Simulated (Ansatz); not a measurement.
Relaxation of a generated cell, Ge placed in the trigonal-Se structure type; 3 atoms in the cell, which starts as P3₁21 (No. 152), hP3; a = b = 4.416 Å, c = 5.010 Å, α = β = 90.00°, γ = 120.00°. Method: PBEsol (plane waves to 420 eV, PAW, scalar-relativistic; Ansatz, a quantum-chemistry and plane-wave program). Γ-centred k-mesh 6×6×5 on the run's cell (coarser than for final values), Fermi–Dirac smearing 0.05 eV. This is the first round of the run. 

The optimiser's lines from the output (shortened; P is positive under compression):

```
relax step   1: F+E_penalty+E_count = -12758.13985073 eV  Δ(F+E_penalty+E_count) = +0.000e0 eV  max|allowed force component| = 1.511e0 eV/Å  Δτ_max = 0.0000 Å  P = -3.340 GPa  Ω = 84.585 Å³  (8 SCF iters, dr2 threshold 1.00e-7 eV, accepted)
relax step   2: F+E_penalty+E_count = -12758.99500736 eV  Δ(F+E_penalty+E_count) = -8.552e-1 eV  max|allowed force component| = 1.010e0 eV/Å  Δτ_max = 0.1463 Å  P = -5.523 GPa  Ω = 74.093 Å³  (7 SCF iters, dr2 threshold 3.00e-7 eV, accepted)
relax step   3: F+E_penalty+E_count = -12759.59789135 eV  Δ(F+E_penalty+E_count) = -6.029e-1 eV  max|allowed force component| = 5.684e-1 eV/Å  Δτ_max = 0.1280 Å  P = -4.921 GPa  Ω = 65.028 Å³  (6 SCF iters, dr2 threshold 3.00e-7 eV, accepted)
relax step   4: F+E_penalty+E_count = -12759.86534690 eV  Δ(F+E_penalty+E_count) = -2.675e-1 eV  max|allowed force component| = 2.872e-1 eV/Å  Δτ_max = 0.1205 Å  P = +2.277 GPa  Ω = 55.824 Å³  (7 SCF iters, dr2 threshold 3.00e-7 eV, accepted)
relax step   5: F+E_penalty+E_count = -12759.90383379 eV  Δ(F+E_penalty+E_count) = -3.849e-2 eV  max|allowed force component| = 7.804e-3 eV/Å  Δτ_max = 0.0771 Å  P = -0.056 GPa  Ω = 57.253 Å³  (7 SCF iters, dr2 threshold 3.00e-7 eV, accepted)
relax step   6: F+E_penalty+E_count = -12759.93552178 eV  Δ(F+E_penalty+E_count) = -3.169e-2 eV  max|allowed force component| = 4.446e-2 eV/Å  Δτ_max = 0.0353 Å  P = -0.116 GPa  Ω = 57.377 Å³  (6 SCF iters, dr2 threshold 3.00e-7 eV, accepted)
relax step   7: F+E_penalty+E_count = -12759.94458667 eV  Δ(F+E_penalty+E_count) = -9.065e-3 eV  max|allowed force component| = 1.433e-1 eV/Å  Δτ_max = 0.0465 Å  P = -0.405 GPa  Ω = 57.589 Å³  (5 SCF iters, dr2 threshold 3.00e-7 eV, accepted)
relax step   8: F+E_penalty+E_count = -12759.96109997 eV  Δ(F+E_penalty+E_count) = -1.651e-2 eV  max|allowed force component| = 6.045e-2 eV/Å  Δτ_max = 0.0419 Å  P = -0.604 GPa  Ω = 57.597 Å³  (6 SCF iters, dr2 threshold 3.00e-7 eV, accepted)
relax step   9: F+E_penalty+E_count = -12759.96521528 eV  Δ(F+E_penalty+E_count) = -4.115e-3 eV  max|allowed force component| = 1.367e-2 eV/Å  Δτ_max = 0.0286 Å  P = +0.195 GPa  Ω = 56.978 Å³  (5 SCF iters, dr2 threshold 3.00e-7 eV, accepted)
relax step  10: F+E_penalty+E_count = -12759.96556598 eV  Δ(F+E_penalty+E_count) = -3.507e-4 eV  max|allowed force component| = 1.699e-3 eV/Å  Δτ_max = 0.0058 Å  P = +0.009 GPa  Ω = 57.087 Å³  (4 SCF iters, dr2 threshold 3.00e-7 eV, accepted)
relax step  11: F+E_penalty+E_count = -12759.96571615 eV  Δ(F+E_penalty+E_count) = -1.502e-4 eV  max|allowed force component| = 1.117e-4 eV/Å  Δτ_max = 0.0009 Å  P = -0.002 GPa  Ω = 57.103 Å³  (4 SCF iters, dr2 threshold 1.19e-7 eV, accepted)
relax step  12: F+E_penalty+E_count = -12759.96571977 eV  Δ(F+E_penalty+E_count) = -3.619e-6 eV  max|allowed force component| = 2.407e-6 eV/Å  Δτ_max = 0.0001 Å  P = +0.000 GPa  Ω = 57.103 Å³  (3 SCF iters, dr2 threshold 3.89e-9 eV, accepted)
relax step  13: F+E_penalty+E_count = -12759.96363301 eV  Δ(F+E_penalty+E_count) = +2.087e-3 eV  max|allowed force component| = 3.481e-6 eV/Å  Δτ_max = 0.0000 Å  P = -0.012 GPa  Ω = 57.103 Å³  stress off target by 1.61e-2 GPa  SCF on the basis re-selected at this cell (its energy is not comparable with the rows above)  (7 SCF iters)
```

From the first to the last row the energy changes by -0.61 eV/atom and the volume by -32.5 %. The last row is marked as not comparable with the walk above it, whose basis was carried along; it does compare with step 1, since both stand on a basis selected at the nominal cutoff for their own cell.

Later rounds, restarted from the end of this one on a renewed k-mesh, logged 9 more steps and released under 0.01 eV/atom more. The final structure after all rounds: Pm-3m (No. 221), cP1, AFLOW prototype A_cP1_221_a (A_h); a = 2.6681 Å, b = 2.6681 Å, c = 2.6681 Å, α = 90.00°, β = 90.00°, γ = 90.00°. Between re-selections the logged energies stand on a plane-wave basis carried along with the cell. No spin polarisation in the result.

The run could not lose the symmetry of its start: the end is stationary, and may be a saddle point rather than a minimum.

The relaxed structure here is a generated cell of Ge: the first start was made by placing the elements on the sites of a structure type, and the end was not matched to a known phase here, so it may be hypothetical. Known forms of Ge include space group No. 227.
